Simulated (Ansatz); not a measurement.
A 6-atom cell of WSe2 (P6_3/mmc) from a materials database, relaxed with r2SCAN+rVV10, was run in the plane-wave code Ansatz under altered settings. All numbers are computed, without spin polarisation but where a row says otherwise.

```yaml
crystal:
  lattice:
    - [3.29967, 0.00000, 0.00000]
    - [-1.64983, 2.85760, 0.00000]
    - [0.00000, 0.00000, 13.14853]
  atoms:
    - { symbol: W, position: [0.66667, 0.33333, 0.75000] }
    - { symbol: W, position: [0.33333, 0.66667, 0.25000] }
    - { symbol: Se, position: [0.33333, 0.66667, 0.87666] }
    - { symbol: Se, position: [0.66667, 0.33333, 0.37666] }
    - { symbol: Se, position: [0.33333, 0.66667, 0.62334] }
    - { symbol: Se, position: [0.66667, 0.33333, 0.12334] }
```

The base run's other keys:
```yaml
kpoints:
  mp_grid: { grid: [6, 6, 2] }
hamiltonian:
  xc: hse06
scf:
  occupations: { method: fixed }
  n_extra_bands: 5
```

It takes 22 iterations with 2479 plane waves at 420 eV and 14 k points, and leaves a mean stress of -0.89 GPa. The gap over this mesh is 1.526 eV. It ran on 4 threads of Arm Neoverse N1 (shared host).

Outcomes, with energy and stress as changes against the base:
```
                                 setting    outcome  ΔF (meV/atom)  Δ mean stress (GPa)  gap on the mesh (eV)  iterations  wall time
PBE hybrid, exx coeff 1.0, omega 0.1 1/Å  converged              –                -12.4                 4.327          30      100 s
              hamiltonian.dispersion: d4  converged           -451                 -3.4                 1.526          22       76 s
```
A dash marks a value that wasn't obtained or can't be compared. Stress is positive in compression. The base took 76 s. The base's mesh is coarse for a hybrid, so its own values aren't converged.

- PBE hybrid, exx coeff 1.0, omega 0.1 1/Å. That is 100 % exact exchange, screened with ω = 0.1 1/Å, against HSE06's 25 % screened at 0.208 1/Å. The mean stress moves by -12.4 GPa and the gap on the mesh by +2.802 eV (to 4.327). Totals of different functionals aren't comparable. The program warns that on this mesh the truncation of the exchange isn't bounded, so part of the change can be an error of the mesh.
- hamiltonian.dispersion: d4. The free energy moves by -451 meV an atom, the mean stress by -3.4 GPa and the gap on the mesh by 0.000 eV (to 1.526). A pairwise correction adds to energy, forces and stress and leaves the bands alone.

Spin-orbit coupling is left out, which matters wherever the heavy atoms make up the band edges.

The program warns that its thresholds are loose for a hybrid's stress.

The meshes of the hybrids are coarse, so their gaps aren't converged to the digits shown.
